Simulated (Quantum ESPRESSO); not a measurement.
## Ga3MgN3O (a curve over strain)

Computed values, not a measurement. The program is pw.x of Quantum ESPRESSO 7.5 (plane-wave density functional theory). The cell is made up: 8 atoms on a wurtzite lattice, with randomly drawn elements, strain and displacements, not relaxed. PseudoDojo standard norm-conserving files (v0.5 for PBE, v0.4.1 for LDA and PBEsol) set the functional; there is no spin polarisation, spin-orbit coupling or dispersion term, and the masses in the input are unused placeholders.

Seven runs add a strain to one cell (shear xy, as the tensor component); the atoms follow the cell and are not relaxed. Stress in the table is positive in tension.

Input of the run at -0.0001:

```
&control calculation='scf', pseudo_dir='./dojo.nc.sr.pbe.v0_5.standard.upf', outdir='./o', disk_io='low', tprnfor=.true., tstress=.true. /
&system ibrav=0, nat=8, ntyp=4, nbnd=45, ecutwfc=84.00895049, nosym=.true., tot_charge=0,
 occupations='smearing', smearing='fd', degauss=0.0073498644
/
&electrons conv_thr=7.350e-09, electron_maxstep=60, /
ATOMIC_SPECIES
Ga 1.0 Ga.upf
Mg 1.0 Mg.upf
N 1.0 N.upf
O 1.0 O.upf
CELL_PARAMETERS angstrom
3.1467 0.0258 0.0047
0.0446 5.5045 0.0017
0.0076 0.0016 5.1845
ATOMIC_POSITIONS angstrom
Ga 0.0401 0.022 -0.0104
Ga 1.6 2.8085 0.0018
Ga 1.5823 0.8921 2.563
Mg 0.0148 3.6637 2.6284
N -0.0073 0.0251 1.9634
N 1.6448 2.7743 1.9925
O 1.5354 0.9401 4.5199
N 0.0187 3.6629 4.5293
K_POINTS automatic
8 6 6 1 1 1
```

```
added strain  free energy less that of the input shown (eV)  stress xx (GPa)  stress yy (GPa)  stress zz (GPa)  stress xy (GPa)  pressure (GPa)  iterations
     -0.0213                                         0.0915           -22.89           -12.09           -10.17            -6.71           15.05          13
     -0.0173                                         0.0627           -22.61           -11.93           -10.09            -5.56           14.88          13
     -0.0061                                         0.0109           -21.98           -11.62            -9.91            -2.34           14.50          13
     -0.0024                                         0.0027           -21.82           -11.56            -9.86            -1.29           14.41          13
     -0.0001                                         0.0000           -21.73           -11.53            -9.83            -0.63           14.36          13
     +0.0122                                         0.0170           -21.48           -11.53            -9.70             2.88           14.24          13
     +0.0245                                         0.0849           -21.52           -11.79            -9.63             6.36           14.31          13
```

A cubic fit gives a slope of stress xy against the added strain of 286 GPa at zero added strain, with the atoms clamped. Across the table the free energy follows the integral of the stress to within 0.6 meV. A rerun of one of the cells at 1437 eV and a 10 x 8 x 8 mesh moved values by no more than 0.004 eV in energy, 0.06 GPa in stress and 0.010 eV/Å in force.